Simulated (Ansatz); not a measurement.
Relaxed Zn (hcp, Mg type):

```
Zn
1.0
    2.64679     0.00000     0.00000
   -1.32339     2.29218     0.00000
    0.00000     0.00000     4.67938
Zn
2
Direct
  0.33333   0.66667   0.75000
  0.66667   0.33333   0.25000
```

In this cell atom 1 (Zn, nearest neighbour Zn at 2.647 Å; its periodic images, 2.6 Å or more away, move with it) is moved by u·(1.000, 0.000, 0.000) + v·(0.000, 1.000, 0.000); the rest is frozen.

Level of theory: r2SCAN (plane waves to 500 eV, PAW, scalar-relativistic; Ansatz, a quantum-chemistry and plane-wave program). k mesh 16×16×8 (Γ-centred), Fermi-Dirac smearing 0.05 eV. The energy includes the smearing's −TS. With partly filled bands, energies and forces of such displacements shift with the k mesh and the smearing. On this mesh the relaxed cell isn't quite at rest: it carries a pressure of 0.2 GPa (compression positive) at the zero of the scan. Zn was relaxed with its symmetry unable to fall. The zero of ΔE is the undisplaced structure. Axes are in Å.

Q: Give the computed ΔE (meV/cell) at all points of the grid u = -0.660, -0.330, 0.000, 0.330, 0.660 by v = -0.660, -0.330, 0.000, 0.330, 0.660.

A: ΔE (meV/cell), with u across and v down:

```csv
v \ u,-0.660,-0.330,0.000,0.330,0.660
-0.660,377,158,72,158,377
-0.330,283,104,32,104,283
0.000,149,43,0,43,149
0.330,76,61,55,61,76
0.660,117,196,230,196,117
```

(A displaced cell: forces are minus the slopes of the energy, force constants its curvatures, and phonons follow from these.)
